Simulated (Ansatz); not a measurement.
input.yaml (Ansatz)

```yaml
crystal:
  lattice:
    - [-3.0266419349, 2.6176578747, 1.3236978473]
    - [2.6176578747, -3.0266419349, 1.3236978473]
    - [2.270081555, 2.270081555, -2.0727529027]
  atoms:
    - { symbol: Ru, position: [0.981302685, 0.018697315, 1.0] }
    - { symbol: Ru, position: [0.768697315, 0.231302685, 0.5] }
hamiltonian:
  xc: lda
  pseudopotentials:
    kind: paw
    azcp:
      Ru: "pseudopotentials/Ru.paw.azcp"
basis:
  ecutwfc: 420
  fft_grid_basis: typed
kpoints:
  mp_grid: { grid: [19, 19, 13], shift: [0, 0, 0] }
magnetization:
  spin_polarized: false
scf:
  occupations: { method: fermi_dirac, width: 0.1 }
  lower_state_search: "off"
output:
  stress: true
```

Terminal output

```
Warning: the record states the generating functional pbe (its physics header spells it `PBE`), which answers neither for hamiltonian.xc's functional nor for the lda family's — results may be inconsistent (PPs are generated against a specific XC)
Engine: ansatz 0.2.0, x86_64-unknown-linux-gnu
Pseudopotentials: kind: paw
Pseudopotential: Ru, paw, valence charge 16, recommended cutoff 420 eV (normal) 
Functional definition: SPW92
  exchange = slater_x
  correlation = pw_c
Crystal: 2 atoms, lattice volume = 29.136 Å³
Basis set: ecut = 420 eV, 577 PW (Γ)
Bands: 20, of which v1, the nominal top of the filled ones, is band 16 counted from 1 (15 counted from 0)
Symmetry: 4 space group operations
Space group: C2/c (ITA 15), of the structure as read, at distance tolerance 3.1e-5 Å
k-points: 1240 of 4693
Non-local potential: Ru, projectors of the file, l = 0: 3, l = 1: 2, l = 2: 2, l = 3: 1
PAW form: soft (Blöchl's): semilocal exchange-correlation on the pseudo side does not see the compensation charge
PAW frozen core: Ru, regenerated for the run's functional, and the local potential with it (the file was generated under x = pbe(κ = 0.804, μ = 0.2195149727645171), c = pbe(β = 0.06672455060314922))
PAW one-centre angular grid: Ru, 590 points (default); XC on 64 Gauss nodes
Initial density: superposition of atomic densities (neutral atoms: chi_scale 0, normalization atom), corrected by the library's trained network
Initial wavefunctions: pseudopotential atomic-orbital guess
Functional: x = slater, c = lda
SCF iter   1: F=—  HF=-11515.858808 eV  |F-HF|=—  |Δ(HF+E_count)|=         —  Δρ=1.21e-2  dr2=1.95e-2  ethr=1.77e-3  ⟨swp⟩=5.0  Hψ=97949  notcnv=0
SCF iter   2: F=—  HF=-11515.855756 eV  |F-HF|=—  |Δ(HF+E_count)|=   3.05e-3  Δρ=6.33e-3  dr2=5.16e-3  ethr=6.09e-5  ⟨swp⟩=2.8  Hψ=47162  notcnv=0
SCF iter   3: F=—  HF=-11515.854708 eV  |F-HF|=—  |Δ(HF+E_count)|=   1.05e-3  Δρ=8.47e-4  dr2=3.71e-4  ethr=1.61e-5  ⟨swp⟩=2.0  Hψ=34645  notcnv=0
SCF iter   4: F=—  HF=-11515.854638 eV  |F-HF|=—  |Δ(HF+E_count)|=   7.02e-5  Δρ=4.03e-4  dr2=9.85e-5  ethr=1.16e-6  ⟨swp⟩=2.4  Hψ=43016  notcnv=0
SCF iter   5: F=—  HF=-11515.854617 eV  |F-HF|=—  |Δ(HF+E_count)|=   2.10e-5  Δρ=1.61e-4  dr2=1.32e-5  ethr=3.08e-7  ⟨swp⟩=2.1  Hψ=33517  notcnv=0
SCF iter   6: F=—  HF=-11515.854614 eV  |F-HF|=—  |Δ(HF+E_count)|=   2.60e-6  Δρ=4.05e-5  dr2=8.00e-7  ethr=4.12e-8  ⟨swp⟩=2.0  Hψ=36035  notcnv=0
SCF iter   7: F=-11515.854614 eV  HF=-11515.854614 eV  |F-HF|=1.48e-8  |Δ(HF+E_count)|=   1.93e-7  Δρ=6.10e-6  dr2=1.75e-8  ethr=3.13e-10  ⟨swp⟩=3.0  Hψ=104197  notcnv=0
SCF 1 converged in 7 iterations: F = -11515.854614 eV  dr2 = 1.75e-8
SCF converged after 7 iterations
Free energy (F): -11515.854614 eV
Harris-Foulkes:  -11515.854614 eV  (|F-HF|=1.48e-8)
Internal energy: -11515.802173 eV  (E = F + TS)
E sigma→0 (E₀):  -11515.828393 eV
Entropy (-TS):   -0.052441 eV (-26.220 meV/atom)
Fermi energy:    21.266792 eV
--- Per-component energies (eV) ---
  E_band       = -173.237147
  E_kinetic    = 1028.267209
  E_local      = -2816.144025  (includes V_loc(G=0)·N_el)
  E_nonlocal   = 697.522549
  E_hartree    = 921.893322
  E_xc         = -378.247255
  E_vxc        = -476.722041  (∫ρ·V_xc dr)
  E_paw        = -6682.912611  (= ΣΔE_a)
  E_vpaw       = -449.944270  (= ΣTr[D̂ρ^β])
  E_aug_tail   = -0.000463  (compensation charges beyond the density's cutoff)
  E_ewald      = -4287.324268
  E_core_change = 1.143370  (= ΣΔE_core)
  E_smearing   = -0.052441  (= −TS)
  E_closure    = 0.000000  (closes the sum)
  Σ components = -11515.854614   (vs F -11515.854614, Δ=0.00e0)
--- Stress (GPa, compression-positive) ---
      -12.074720       0.045919      -0.212308
        0.045919     -12.074720      -0.212308
       -0.212308      -0.212308     -10.645581
  P = ⅓ Tr σ = -11.5983 GPa (-115.983 kbar)
```
